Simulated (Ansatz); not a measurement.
Si:
```
CELL_PARAMETERS angstrom
      0.00000     2.70077     2.70077
      2.70077     0.00000     2.70077
      2.70077     2.70077     0.00000
ATOMIC_POSITIONS crystal
  Si 0.75000 0.75000 0.75000
  Si 0.50000 0.50000 0.50000
```

Relaxed with LDA. Special points in fractions of this cell's reciprocal vectors: Γ (0.000, 0.000, 0.000); X (0.500, 0.000, 0.500); U (0.625, 0.250, 0.625); K (0.375, 0.375, 0.750); L (0.500, 0.500, 0.500); W (0.500, 0.250, 0.750).

**Question.** List the band energies nearest the valence-band maximum at these points for DFT-LDA in the program Ansatz with PAW potentials.

**Answer.** In eV from the valence-band maximum; about four levels below and three above (degenerate sets whole), none deeper than 8.9 eV; points with the same levels are listed once.

```csv
k,below,above
Γ,0.00 0.00 0.00,2.53 2.53 2.53
X,-7.88 -7.88 -2.90 -2.90,0.58 0.58 10.11 10.11
U,-8.28 -7.28 -4.41 -2.46,1.08 4.06 7.47
L,-7.07 -1.21 -1.21,1.48 3.29 3.29
W,-7.70 -7.70 -3.95 -3.95,4.18 4.18 4.98 4.98
```

Space group Fd-3m (diamond). The LDA relaxation kept the symmetry of its start.

Potentials: the earlier of the program's two PAW sets. The files were generated under PBE; for other functionals the program regenerates the frozen cores, and for LDA and PBEsol the local potential too.
